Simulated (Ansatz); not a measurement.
AlSiGeN:
```xyz
4
Lattice="1.7892 1.0330 6.1484 -1.7892 1.0330 6.1484 0.0000 -2.0660 6.1484" Properties=species:S:1:pos:R:3 pbc="T T T"
Al     0.0000     0.0000    18.0614
N      0.0000     0.0000    16.1642
Ge     0.0000     0.0000     9.4648
Si     0.0000     0.0000     7.0335
```

Relaxed with PBE. Special points in fractions of this cell's reciprocal vectors: Γ (0.000, 0.000, 0.000); T (0.500, 0.500, 0.500); H2 (0.815, 0.185, 0.500); H0 (0.500, -0.185, 0.185); L (0.500, 0.000, 0.000); S0 (0.343, -0.343, 0.000); S2 (0.657, 0.000, 0.343); F (0.500, 0.000, 0.500).

Q: List the band energies nearest the Fermi level at these points for PBE in the plane-wave PAW code Ansatz.

A: In eV from the Fermi level; about four levels below and three above (degenerate sets whole), none deeper than 8.9 eV; points with the same levels are listed once.

| k | below | above |
|---|---|---|
| Γ | -3.75 -3.75 -3.34 -1.99 | 1.83 1.83 3.43 |
| T | -4.61 -3.75 -3.75 -1.36 | 1.55 1.55 1.81 |
| H2 | -5.42 -3.78 -3.31 -2.63 | 1.54 1.68 2.23 |
| L | -4.80 -4.79 -4.09 -0.19 | 0.17 2.14 2.90 |
| S0 | -5.50 -3.71 -3.48 -2.64 | 1.43 1.91 2.53 |
| F | -4.82 -3.76 -2.37 -0.88 | 0.07 0.73 2.78 |

Space group R3m. The start of the workflow was typed in or built on a structure type; neither database checked (COD, Materials Project) lists it. Its standing as an ambient phase is unchecked. Symmetry was held in the PBE relaxation; whether a distortion lowers the energy is not shown. Its formation energy is positive at this level, so the cell may be metastable or incomplete. Spin–orbit coupling is left out wherever it is not named.

Potentials: the earlier of the program's two PAW sets.
